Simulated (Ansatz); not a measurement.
LiBH4 in space group Ama2 (No. 40; Pearson symbol oS24) at seven volumes, the program Ansatz at the LDA level (PAW), shape and atoms relaxed at each. One row is withheld.

```tsv
V (Å³/atom)	P (GPa)
6.817	2.79
7.042	1.72
7.267	0.81
7.492	0.00
7.716	-0.67
7.941	-1.23
8.166	?
```

Task: Fit the shown pressures and predict the withheld one.

Result: P = (3/2)B₀(x^(7/2) − x^(5/2))[1 + (3/4)(B′ − 4)(x − 1)] with x = (V₀/V)^(2/3). Least squares on the six rows gives V₀ = 7.495 Å³/atom, B₀ = 24.2 GPa, B′ = 4.16. At V = 8.166, x = 0.9444 and P = -1.74 GPa. The run itself gave -1.73 GPa.

The workflow started from a Materials Project entry (that database holds measured and hypothetical structures alike); the Crystallography Open Database copy checked does not list it. COD files the formula under space group No. 62, so this cell is another polymorph or a model. Whether it is the stable phase at ambient conditions was not checked. Symmetry was held in the LDA relaxation; phonons on a q-mesh show no instability.

Potentials: the later of the program's two PAW sets.
